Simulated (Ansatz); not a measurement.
Computed properties of La$_{5}$Si$_{3}$

La5Si3:
```xyz
16
Lattice="8.9631 0.0000 0.0000 -4.4816 7.7623 0.0000 0.0000 0.0000 6.9460" Properties=species:S:1:pos:R:3 pbc="T T T"
La     0.0000     5.1749     0.0000
La     4.4816     2.5874     0.0000
La     4.4816     2.5874     3.4730
La     0.0000     5.1749     3.4730
La     6.7424     0.0000     5.2095
La     2.2207     0.0000     1.7365
La     3.3712     5.8391     1.7365
La     1.1104     1.9232     5.2095
La    -3.3712     5.8391     5.2095
La    -1.1104     1.9232     1.7365
Si     3.5197     0.0000     5.2095
Si     5.4434     0.0000     1.7365
Si     1.7599     3.0482     1.7365
Si     2.7217     4.7141     5.2095
Si    -1.7599     3.0482     5.2095
Si    -2.7217     4.7141     1.7365
```

Space group P6_3/mcm (No. 193); conventional cell a = 8.9631 Å, b = 8.9631 Å, c = 6.9460 Å, α = 90.00°, β = 90.00°, γ = 120.00°.

Method: r²SCAN (plane waves, PAW; program Ansatz). The cell and atoms are relaxed at this level. Other levels are named where they apply.

### Cell and energy

```json
{
  "volume_per_atom": "30.20 Å³",
  "density": "5.35 g/cm³",
  "Formation energy from the elements (no fitted shifts)": "-0.64 eV/atom"
}
```

### Electronic structure

```json
{
 "electronic_character": "metallic (no gap)",
 "Density of states at the Fermi level": "1.2 states/eV per atom (mean over ±0.08 eV)",
 "Gap with spin–orbit coupling": "none (metallic)"
}
```

### Mechanics

```json
{
  "Bulk modulus (Birch–Murnaghan fit)": "51.9 GPa",
  "Pressure derivative B′": "3.3"
}
```

The workflow started from a Materials Project entry (that database holds measured and hypothetical structures alike); the Crystallography Open Database copy checked does not list it. COD files the formula under space group No. 140. Its standing as an ambient phase is unchecked. Symmetry was held in the r²SCAN relaxation; its stability against distortions is not shown here. The references are the lowest solids computed at this level, not always the standard phases. Spin–orbit coupling is left out wherever it is not named.

Potentials: the later of the program's two PAW sets.
